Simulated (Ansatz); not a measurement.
# SnTe (zincblende type) under strong compression

```
CELL_PARAMETERS angstrom
0.00000 3.53749 3.53749
3.53749 0.00000 3.53749
3.53749 3.53749 0.00000
ATOMIC_POSITIONS crystal
Sn 0.00000 0.00000 0.00000
Te 0.25000 0.25000 0.25000
```

The cell comes from a relaxation on PAW files under the same functional, begun from a prototype that needn't be the stable phase.

Its volume is scaled at fixed shape and fractional positions.

Computed with Ansatz 0.2.0; functional PBEsol, scalar-relativistic. Settings: a Γ-centred 12×12×12 k mesh, Fermi–Dirac smearing of 0.1 eV, no spin polarisation. Methods: LAPW: all electrons, basis error target 1 meV/atom; PAW: frozen-core files, cutoff 420 eV; crystal datasets: all electrons, by PAW datasets that the program makes for each cell; norm-conserving: pseudopotentials, cutoff 1120 eV; PAW (cutoff 300 eV): frozen-core files, cutoff 300 eV.

Energies are extrapolated to zero smearing and count from the unscaled cell; pressure is positive in compression; gaps take the mesh and a band path. No temperature or zero-point motion is included.

Spin–orbit coupling is left out, which matters for the heavy atoms. The PAW files were made under PBE. The structure type is held throughout; the real material can change phase at far lower pressure.

```csv
V/V0,V (Å³/atom),P LAPW (GPa),ΔE LAPW (eV/atom),P PAW − LAPW (GPa),ΔE PAW − LAPW (meV/atom)
1.00,44.27,0.01,0.000,-0.01,0.0
0.94,41.61,1.82,0.016,-0.01,-0.1
0.88,38.96,4.21,0.066,-0.01,-0.1
0.80,35.41,8.80,0.206,0.00,-0.2
0.72,31.87,16.02,0.474,0.00,-0.2
0.64,28.33,27.9,0.948,0.00,-0.1
0.55,24.35,52.0,?,0.04,0.4
```

Fill in "ΔE LAPW (eV/atom)" for the row "0.55".

1.910.

Fit the Vinet equation to the LAPW pressures over the whole range, with residuals weighted by 1/(|P| + 0.03·Pmax).

V0 = 44.31 Å³/atom, B0 = 24.2 GPa and B0′ = 4.52, and the fit misses no point by more than 0.95 GPa. A fit over so wide a range pins B0 less well than one near rest.

From the table, what is the rise of the enthalpy H = E + pV up to the last row, and how stiff is the crystal between the last two rows?

ΔH = 1.910 eV + (52.0 GPa × 24.35 Å³ − 0.01 GPa × 44.27 Å³) × 0.006242 eV/(GPa·Å³) = 9.80 eV/atom, of which pV makes 81 %. The mean bulk modulus there is −ΔP/Δln V = 159 GPa.

At the smallest volume, how far do crystal datasets and norm-conserving and PAW (cutoff 300 eV) lie from LAPW in pressure?

crystal datasets: 0.00 GPa; norm-conserving: -0.02 GPa; PAW (cutoff 300 eV): +0.07 GPa, on a LAPW pressure of 52.0 GPa.

How do the Löwdin populations by LAPW change from the unscaled cell to the last row?

Sn 5s 1.91 → 1.54, Sn 5p 1.95 → 2.63, Te 5s 1.82 → 1.67, Te 5p 4.27 → 4.00 electrons an atom. These are projections on the shells that the free atoms fill; 0.06 e a cell lies outside them at the start and 0.22 e at the end.
